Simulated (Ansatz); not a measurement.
MoIr:
Space group Fm-3m (No. 225); a = 5.118 Å, b = 5.118 Å, c = 5.118 Å, α = 90.00°, β = 90.00°, γ = 90.00°

| atom | site | symmetry | x | y | z |
|---|---|---|---|---|---|
| Ir | 4a | m-3m | 0.0000 | 0.0000 | 0.0000 |
| Mo | 4b | m-3m | 0.5000 | 0.5000 | 0.5000 |
(The calculation used a cell of 2 atoms; values per cell refer to that cell.)

This is the PBEsol-relaxed structure.

### Question
All from PBEsol (plane waves, PAW; program Ansatz), unless another level is named. Give the highest zone-centre frequency.

### Answer
7.6 meV.

### Question
Next, the bulk modulus (Birch–Murnaghan fit)?

### Answer
246 GPa.

### Question
Next, the elastic constants (relaxed ions, GPa)?

### Answer
C11 = 253, C12 = 244, C44 = -4.5.

The start of the workflow was typed in or built on a structure type; neither database checked (COD, Materials Project) lists it. COD files the formula under space group No. 51. Whether it is the stable phase at ambient conditions was not checked. The cell was relaxed with PBEsol under the symmetry of its start. At this level the phase is mechanically unstable. The run is not spin-polarised. Its formation energy is positive at this level, so the cell may be metastable or incomplete. As this level gives no gap, shear constants depend on the k-mesh and smearing (Fermi–Dirac, 0.1 eV here). Scalar-relativistic: spin–orbit coupling is off unless named, which matters more the heavier the elements.

Potentials: the earlier of the program's two PAW sets. The files were generated under PBE; for other functionals the program regenerates the frozen cores, and for LDA and PBEsol the local potential too.
